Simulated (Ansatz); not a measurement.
YAs (rock salt, Fm-3m) under volume change, the program Ansatz at the LDA level (PAW), scaled uniformly.

| V (Å³/atom) | E − E(relaxed) (meV/atom) | P (GPa) |
|---|---|---|
| 21.026 | 60.3 | 10.04 |
| 21.720 | 25.4 | 6.18 |
| 22.413 | 6.0 | 2.86 |
| 23.106 | 0.0 | 0.00 |
| 23.799 | … | … |
| 24.492 | … | … |
| 25.185 | 44.4 | -6.35 |

**Question.** Some entries are withheld; supply them.

**Answer.** 
- 23.799, E − E(relaxed) (meV/atom): 5.4
- 23.799, P (GPa): -2.45
- 24.492, E − E(relaxed) (meV/atom): 20.7
- 24.492, P (GPa): -4.55

**Question.** What does a third-order Birch–Murnaghan fit give for V₀, B₀ and B′?

**Answer.** V₀ = 23.11 Å³/atom, B₀ = 87.9 GPa, B′ = 4.1.

The first step of the workflow began from a Materials Project structure, measured or hypothetical; the Crystallography Open Database files this formula in space group No. 225, but the cells were not matched. Whether it is the stable phase at ambient conditions was not checked. The cell was relaxed with LDA under the symmetry of its start; of distortions, only those at the zone centre were tested. The run is not spin-polarised.

Potentials: the later of the program's two PAW sets.
